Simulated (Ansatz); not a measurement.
**What a change of settings does: Ge (diamond type)**

First run: DFT, LDA, all-electron LAPW, scalar-relativistic (Ansatz 0.2.0).

Command: `ansatz run input.yaml --threads 2 --pin off --max-ram 4096MiB --backend cpu --events-out ev --progress --plain --runs-dir out` It took 17 s on 2 threads of Intel(R) Xeon(R) 6975P-C (Granite Rapids), on a shared host, peak memory 0.72 GiB.

```yaml
crystal:
  lattice:
    - [2.8109187205, 2.8109187205, 0.0]
    - [-2.8109187205, 2.8109187205, 0.0]
    - [0.0, 0.0, 5.6218374411]
  atoms:
    - { symbol: Ge, position: [0.25, 0.5, 0.375] }
    - { symbol: Ge, position: [0.75, 0.0, 0.875] }
    - { symbol: Ge, position: [0.25, 0.0, 0.125] }
    - { symbol: Ge, position: [0.75, 0.5, 0.625] }
kpoints:
  mp_grid: { grid: [8, 8, 6] }
scf:
  occupations: { method: fermi_dirac, width: 0.02 }
hamiltonian:
  xc: lda
  pseudopotentials: { kind: all_electron, lapw: { basis_error: 0.001 } }
output:
  forces: true
  stress: true
  eigenvalues: true
```

The base cell comes from a relaxation on PAW files under the same functional.

This run: bulk in the slab's orientation.

It converges in 7 SCF iterations at a pressure of 0.05 GPa.

The input is then changed:

```diff
+  symmetry: { detect: false }
 kpoints:
 scf:
-  occupations: { method: fermi_dirac, width: 0.02 }
+  occupations: { method: cold, width: 0.05 }
 hamiltonian:
```

Predict the outcome of the changed run.

It converges in 7 SCF iterations at a pressure of 0.05 GPa. Results part of its log:
```
SCF 1 converged in 7 iterations: F = -228148.636094 eV  dr2 = 3.28e-9
SCF converged after 7 iterations
Stability not checked: this state was not tested for a lower state beside it, because cold or Methfessel-Paxton smearing, or corrected tetrahedra, fill the levels in a way that the test cannot read (fill_not_monotonic; see scf.lower_state_search)
Free energy (F): -228148.636094 eV
Harris-Foulkes:  -228148.636094 eV  (|F-HF|=6.69e-9)
Internal energy: -228148.636061 eV  (E = F + TS)
E sigma→0 (E₀):  -228148.636083 eV
Entropy (-TS):   -0.000033 eV (-0.008 meV/atom)
Fermi energy:    9.978725 eV
[... lines left out ...]
        0.102402       0.000000       0.000006
        0.000000       0.102402       0.000005
        0.000006       0.000005      -0.049565
  P = ⅓ Tr σ = 0.0517 GPa (0.517 kbar)
--- Band table (eV; the first three rows and the last of 196) ---
  k-point 0: bands = ["-152.9267", "-152.9253", "-152.9253", "-152.9240", "-100.5775", "-100.5775", "-100.5773", "-100.5762", "-100.5762", "-100.5725", "-100.5725", "-100.5676", "-100.5665", "-100.5665", "-100.5653", "-100.5653", "-15.0159", "-15.0159", "-14.9804", "-14.9804", "-14.9797", "-14.9427", "-14.9416", "-14.9260", "-14.9260", "-14.8204", "-14.8204", "-14.7608", "-14.7608", "-14.7202", "-14.7202", "-14.7195", "-14.7062", "-14.7050", "-14.6627", "-14.6627", "-3.0051", "0.9457", "0.9457", "6.8216", "6.8216", "9.9441", "9.9602", "9.9609", "9.9609", "10.6001", "10.6001", "12.4967", "12.4974", "12.4974", "16.2090", "19.5189", "19.5189"]
  k-point 1: bands = ["-152.9267", "-152.9257", "-152.9250", "-152.9240", "-100.5774", "-100.5774", "-100.5772", "-100.5763", "-100.5763", "-100.5737", "-100.5712", "-100.5678", "-100.5664", "-100.5664", "-100.5654", "-100.5654", "-15.0139", "-15.0139", "-14.9848", "-14.9832", "-14.9832", "-14.9546", "-14.9373", "-14.9300", "-14.8910", "-14.8512", "-14.7958", "-14.7900", "-14.7403", "-14.7304", "-14.7160", "-14.7160", "-14.7088", "-14.6946", "-14.6662", "-14.6662", "-2.8899", "-0.2135", "2.2532", "6.9421", "6.9421", "8.3313", "9.4783", "9.4783", "10.4131", "11.0854", "11.5190", "12.1373", "13.1232", "13.1232", "16.8269", "18.1046", "18.7366"]
  k-point 2: bands = ["-152.9265", "-152.9260", "-152.9247", "-152.9242", "-100.5772", "-100.5772", "-100.5767", "-100.5766", "-100.5766", "-100.5749", "-100.5700", "-100.5683", "-100.5662", "-100.5662", "-100.5656", "-100.5656", "-15.0080", "-15.0080", "-14.9904", "-14.9904", "-14.9896", "-14.9752", "-14.9250", "-14.9029", "-14.8802", "-14.8520", "-14.8328", "-14.7735", "-14.7620", "-14.7201", "-14.7070", "-14.7048", "-14.7048", "-14.6883", "-14.6762", "-14.6762", "-2.5457", "-1.1953", "3.6746", "6.7331", "7.2993", "7.2993", "8.6397", "8.6397", "10.5155", "11.4678", "11.8387", "12.6889", "14.3831", "14.3831", "16.8047", "17.3176", "17.3176"]
  k-point 195: bands = ["-152.9253", "-152.9253", "-152.9253", "-152.9253", "-100.5780", "-100.5780", "-100.5780", "-100.5780", "-100.5714", "-100.5714", "-100.5714", "-100.5714", "-100.5658", "-100.5658", "-100.5658", "-100.5658", "-15.0302", "-15.0302", "-15.0302", "-15.0302", "-14.8815", "-14.8815", "-14.8815", "-14.8815", "-14.8288", "-14.8288", "-14.8288", "-14.8288", "-14.7959", "-14.7959", "-14.7959", "-14.7959", "-14.6494", "-14.6494", "-14.6494", "-14.6494", "1.0484", "1.0484", "1.0484", "1.0484", "5.9537", "5.9537", "5.9537", "5.9537", "14.2776", "14.2776", "14.2776", "14.2776", "14.6234", "14.6234", "14.6234", "14.6234", "21.0339"]
```
